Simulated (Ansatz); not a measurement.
TiGe2:
```yaml
crystal:
  lattice:
    - [0.00000, 4.22944, 4.31809]
    - [2.47792, 0.00000, 4.31809]
    - [2.47792, 4.22944, 0.00000]
  atoms:
    - { symbol: Ti, position: [0.75000, 0.75000, 0.75000] }
    - { symbol: Ti, position: [0.50000, 0.50000, 0.50000] }
    - { symbol: Ge, position: [0.08048, 0.41952, 0.08048] }
    - { symbol: Ge, position: [0.41952, 0.08048, 0.41952] }
    - { symbol: Ge, position: [0.16952, 0.83048, 0.16952] }
    - { symbol: Ge, position: [0.83048, 0.16952, 0.83048] }
```

Relaxed with LDA. Special points in fractions of this cell's reciprocal vectors: Γ (0.000, 0.000, 0.000); Y (0.500, 0.000, 0.500); T (1.000, 0.500, 0.500); Z (0.500, 0.500, 0.000); Σ0 (0.000, 0.418, 0.418); U0 (1.000, 0.582, 0.582); C0 (0.500, 0.247, 0.747); A0 (0.500, 0.753, 0.253); L (0.500, 0.500, 0.500).

### Question
List the band energies nearest the Fermi level at these points for the program Ansatz at the LDA level (PAW).

### Answer
In eV from the Fermi level; about four levels below and three above (degenerate sets whole), none deeper than 8.9 eV; points with the same levels are listed once.

```csv
k,below,above
Γ,-1.96 -1.73 -1.53 -0.93,1.71 2.45 2.56
Y,-2.38 -2.38 -0.88 -0.88,1.15 1.15 2.47 2.47
T,-1.27 -1.27 -0.62 -0.62,1.00 1.00 1.89 1.89
Z,-1.65 -1.65 -0.98 -0.98,0.92 0.92 2.91 2.91
Σ0,-1.95 -1.36 -0.60 -0.24,0.06 0.90 0.99
C0,-1.85 -1.85 -1.45 -1.45,1.01 1.01 1.83 1.83
L,-2.51 -1.89 -1.18 -0.11,0.22 0.86 1.32
```

Space group Fddd. The workflow started from a Materials Project entry (that database holds measured and hypothetical structures alike); the Crystallography Open Database files this formula in space group No. 70, but the cells were not matched. Its standing as an ambient phase is unchecked. The cell was relaxed with LDA under the symmetry of its start; its stability against distortions is not shown here. The run is not spin-polarised. Scalar-relativistic: spin–orbit coupling is off unless named, which matters more the heavier the elements.

Potentials: the later of the program's two PAW sets.
